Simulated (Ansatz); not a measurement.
One stationary structure of LiNbO₃. Space group R3c (No. 161), AFLOW prototype ABC3_hR10_161_a_a_b (as in LiNbO3). Calculation: PBEsol (plane waves to 420 eV, PAW, scalar-relativistic; Ansatz, a program for electronic structure).

```xyz
10
Lattice="2.5673 1.4822 4.6083 -2.5673 1.4822 4.6083 0.0000 -2.9645 4.6083" Properties=species:S:1:pos:R:3 pbc="T T T"
Li     0.0000     0.0000     3.9638
Li     0.0000     0.0000    10.8763
Nb     0.0000     0.0000     0.0601
Nb     0.0000     0.0000     6.9726
O      0.6434     1.5298     7.8608
O     -1.6465    -0.2077     7.8608
O      1.0031    -1.3221     7.8608
O     -0.6434    -1.4347     5.5566
O      1.5642     0.1601     5.5566
O     -0.9208     1.2746     5.5566
```

For LiNbO3, the volume per atom is 10.52 Å³ and the density is 4.67 g/cm³. The band gap is 3.51 eV, direct within 0.03 eV (at Γ) (no spin-orbit coupling). The smallest direct gap is 3.53 eV at Γ and the shortest distances comes out as Nb–O 1.88 Å; Li–O 2.05 Å; O–O 2.72 Å; Li–Nb 3.01 Å. The k-mesh is 8×8×8.

Band energies at high-symmetry points (eV from the VBM; labels of this space group; no spin-orbit coupling), from −5 eV up to 7.5 eV:

```
point                                                                                                                                        energies
-----  ----------------------------------------------------------------------------------------------------------------------------------------------
Γ      -4.50 -4.50 -4.33 -4.25 -4.25 -3.31 -2.12 -2.07 -2.07 -1.27 -0.85 -0.85 -0.67 -0.67 -0.66 -0.50 -0.01 -0.01 3.52 3.52 3.97 5.15 5.15 5.40 7.22
T           -3.54 -3.54 -3.54 -3.54 -3.34 -3.34 -2.70 -2.70 -2.70 -2.70 -2.27 -2.27 -0.64 -0.64 -0.32 -0.32 -0.32 -0.32 4.63 4.63 4.84 4.84 4.84 4.84
H2          -4.58 -4.58 -3.92 -3.92 -3.04 -3.04 -2.54 -2.54 -1.79 -1.79 -1.44 -1.44 -1.04 -1.04 -0.58 -0.58 -0.26 -0.26 3.88 3.88 4.73 4.73 5.24 5.24
H0          -4.58 -4.58 -3.92 -3.92 -3.04 -3.04 -2.54 -2.54 -1.79 -1.79 -1.44 -1.44 -1.04 -1.04 -0.58 -0.58 -0.26 -0.26 3.88 3.88 4.73 4.73 5.24 5.24
L           -4.05 -4.05 -3.78 -3.78 -3.27 -3.27 -2.80 -2.80 -2.28 -2.28 -1.84 -1.84 -0.44 -0.44 -0.30 -0.30 -0.22 -0.22 3.89 3.89 4.71 4.71 4.93 4.93
S0          -4.61 -4.52 -4.10 -3.54 -3.46 -3.08 -2.57 -2.34 -1.95 -1.81 -1.47 -1.29 -1.01 -0.79 -0.71 -0.49 -0.40 -0.11 3.52 4.06 4.67 4.74 5.19 5.32
S2          -4.61 -4.52 -4.10 -3.54 -3.46 -3.08 -2.57 -2.34 -1.95 -1.81 -1.47 -1.29 -1.01 -0.79 -0.71 -0.49 -0.40 -0.11 3.52 4.06 4.67 4.74 5.19 5.32
F           -4.60 -4.57 -4.44 -4.26 -2.93 -2.68 -2.40 -2.01 -1.93 -1.80 -1.38 -1.31 -1.05 -0.97 -0.70 -0.66 -0.46 -0.21 3.61 4.11 4.61 4.62 5.27 5.47
```

No spin polarisation in the result.

The run could not lose the symmetry of its start.

It was reached from a disturbed copy of a R-3c (No. 167) cell (AFLOW prototype ABC3_hR10_167_a_b_e (as in LiNbO3)), against which it lies -0.027 eV/atom.
